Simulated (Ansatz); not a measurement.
Input:

PbS:
```
PbS
1.0
   -2.06692     2.06692     2.92087
    2.06692    -2.06692     2.92087
    2.06692     2.06692    -2.92087
Pb S
1 1
Direct
  0.00000   0.00000   0.00000
  0.50000   0.50000   0.00000
```

This is the LDA-relaxed structure.

### Question
All from LDA (plane waves, PAW; program Ansatz), unless another level is named. Estimate the band gap.

### Answer
0.07 eV (direct).

### Question
And the formation energy from the elements (no fitted shifts)?

### Answer
-0.55 eV/atom.

### Question
And the valence-band maximum?

### Answer
at N.

Space group Fm-3m (rock salt). The cell was relaxed with LDA under the symmetry of its start. At this level the phase is dynamically unstable (imaginary phonons). The references are the lowest solids computed at this level, not always the standard phases. Spin–orbit coupling is left out wherever it is not named.

Potentials: the earlier of the program's two PAW sets. The files were generated under PBE; for other functionals the program regenerates the frozen cores, and for LDA and PBEsol the local potential too.
